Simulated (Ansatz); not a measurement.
Input and command of a plane-wave DFT calculation in Ansatz:

```yaml
crystal:
  lattice:
    - [2.0915012419, 1.207528805, 9.71233]
    - [-2.0915012419, 1.207528805, 9.71233]
    - [0.0, -2.41505761, 9.71233]
  atoms:
    - { symbol: Bi, position: [0.39806, 0.39806, 0.39806] }
    - { symbol: Bi, position: [0.60194, 0.60194, 0.60194] }
    - { symbol: Te, position: [0.0, 0.0, 0.0] }
    - { symbol: Se, position: [0.2116, 0.2116, 0.2116] }
    - { symbol: Se, position: [0.7884, 0.7884, 0.7884] }
basis:
  ecutwfc: 420
kpoints:
  mp_grid: { grid: [12, 12, 12] }
hamiltonian:
  xc: pbesol
scf:
  occupations: { method: gaussian, width: 0.05 }
output:
  forces: true
  stress: true
  eigenvalues: true
  write_density: true
  write_potential: true
  elf: true
  volumetric_format: npy
```

```bash
ansatz run input.yaml --threads 1 --pin off --max-ram 2560MiB --backend cpu --events-out ev --progress --plain --runs-dir out
```

Processor: Arm Neoverse V1, 1 thread, on a host shared with other jobs.

Question: Estimate time, memory and problem size.

Answer: About 2.4 min on 1 thread of Arm Neoverse V1, on a shared host, peak memory 1 GiB. It solves 47 bands at 189 k points (the mesh reduced by symmetry) with about 2835 plane waves, in 8 SCF iterations.
